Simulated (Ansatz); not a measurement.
One crystal and one scan (frozen-phonon scan) at two levels, PBE (plane waves to 420 eV, PAW, scalar-relativistic; Ansatz, a first-principles code) and r2SCAN (plane waves to 500 eV, PAW, scalar-relativistic; Ansatz), each from its own relaxed cell and on its own mesh. The cell shown is that of PBE.

NaCl (rock salt)

```yaml
crystal:
  lattice:
    - [0.00000, 5.69553, 5.69553]
    - [2.84776, 0.00000, 2.84776]
    - [2.84776, 2.84776, 0.00000]
  atoms:
    - { symbol: Cl, position: [0.00000, 0.00000, 0.00000] }
    - { symbol: Cl, position: [0.50000, 0.00000, 0.00000] }
    - { symbol: Na, position: [0.25000, 0.50000, 0.50000] }
    - { symbol: Na, position: [0.75000, 0.50000, 0.50000] }
```

A phonon eigenvector at L = (0.5, 0.0, 0.0) is frozen into this cell: atom i moves by Q times the vector below, so Q is the largest atomic displacement, in Å. The cell is held. It is one choice among 2 degenerate patterns. (q is in reciprocal vectors of the primitive cell; the cell shown is doubled to hold the pattern.)

```csv
atom,x,y,z
Cl1,0.285,-0.520,0.805
Cl2,-0.285,0.520,-0.805
```

Atoms not listed stay in place.

NaCl was relaxed with its symmetry unable to fall. Percentages come from the unrounded values. Both scans cover Q from -0.100 to 0.100 Å.

Results of PBE:

```
Item                                                                                                                                              Result
----------------------------------------------------------------------------------------  --------------------------------------------------------------
Lattice constant a (Å)                                                                                                                             5.696
Energy at Q = 0.100 Å (meV/cell)                                                                                                                    14.9
Harmonic wavenumber from the curvature (finite differences) (cm⁻¹ (negative: imaginary))                                                             107
Space group of the distorted cell                                                                                        P-1 (No. 2), lowered from Fm-3m
Symmetry of the curve                                                                                                      even: the same for both signs
Shape of the curve                                                                        a single well with its minimum at or next to zero displacement
```

Problem. What does r2SCAN give for the same quantities?

Solution. 
| quantity | r2SCAN | PBE − r2SCAN |
|---|---|---|
| Lattice constant a (Å) | 5.608 | +0.088 (+1.6 %) |
| Energy at Q = 0.100 Å (meV/cell) | 19.4 | -4.5 (-23 %) |
| Harmonic wavenumber from the curvature (finite differences) (cm⁻¹ (negative: imaginary)) | 122 | -15 (-13 %) |

PBE gives the higher value for: lattice constant a. PBE gives the lower value for: energy at Q = 0.100 Å; harmonic wavenumber from the curvature. Both give the same space group of the distorted cell: P-1 (No. 2), lowered from Fm-3m.

(For displaced atoms, the force is minus the slope of the energy, and its curvature is a force constant, which sets phonon frequencies.)
